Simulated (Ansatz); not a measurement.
**ZnPtC₆N₆: checking a database structure before trusting its electric field gradients**

The cell is an entry of the Crystallography Open Database (COD), taken as it stands.

Space group Fm-3m (No. 225); a = 10.5104 Å.

```
site  Wyckoff  site symmetry       x       y       z
  Zn       4b           m-3m  0.5000  0.5000  0.5000
  Pt       4a           m-3m  0.0000  0.0000  0.0000
   C      24e           4m.m  0.5000  0.5000  0.1930
   N      24e           4m.m  0.5000  0.5000  0.2969
```

One atom of each set is listed; the run and its k-mesh use a cell of 14 atoms with edges of 7.43, 7.43, 7.43 Å.

The numbers come from a DFT calculation in Ansatz (PBE, plane waves and PAW, scalar-relativistic, 420 eV cutoff, Γ-centred 6×6×6 k-points, Fermi–Dirac smearing 0.05 eV).

(1) Do the atoms and the cell lie near the calculated equilibrium?

## Answers

(1) No. The largest force is 9.7 eV/Å, on atom 4 (C: 1 N at 1.09 Å, 1 Pt at 2.03 Å, angle 180°; also 1 Zn at 3.23 Å), and the pressure is 11.4 GPa. Such values can come from a cell under pressure, imprecise or misplaced coordinates, missing atoms or a wrong setting of the space group; the run alone doesn't tell which, and gradients calculated on this entry can't be taken for those of the compound at ambient conditions.
